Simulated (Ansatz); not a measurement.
## AlRu: energy along a strain

AlRu, Pm-3m, a = 2.983 Å. The structure is a COD entry; whether it is the stable form wasn't checked. Ansatz: r2SCAN, PAW, 500 eV, Γ-centred 20×20×20 mesh on 2 atoms, Gaussian smearing 0.15 eV; no spin polarisation. Cell vectors (Å): 2.983 0.000 0.000; 0.000 2.983 0.000; 0.000 0.000 2.983. The cell is strained by x per cent times the pattern (1 -1 0 0 0 0) in the order xx yy zz yz xz xy (engineering shears), with fractional coordinates held. y is the free energy over the start, V0 = 13.267 Å³/atom. Symmetry makes y even in x. Points with a strain past 8.5 % were computed too (4) and aren't used here.

| x (%) | y (meV/atom) |
| --- | --- |
| -7.50 | 92.93 |
| 0.00 | 0.00 |
| 1.87 | ? |
| 3.75 | 22.06 |
| 5.62 | 50.72 |

Task: Fit y = c2 x² + c4 x⁴ to the other rows, get the stiffness along the pattern, and predict the missing energy.

Result: Least squares on the rows shown. y = 1.5444 x² + 0.0019159 x⁴. The clamped-ion stiffness p·C·p = 2 × 15.44 eV × 160.2 / 13.267 Å³ = 373 GPa. At x = 1.87 the fit asked for gives 5.42 meV/atom. The run gave 5.40 meV/atom, so the fit is 0.02 meV/atom too high, within the rms miss on the fitted rows (0.03 meV/atom).

Cost: 9 runs of about 6.8 core-minutes in all, on Intel Xeon Processor @ 2.70GHz (shared hosts).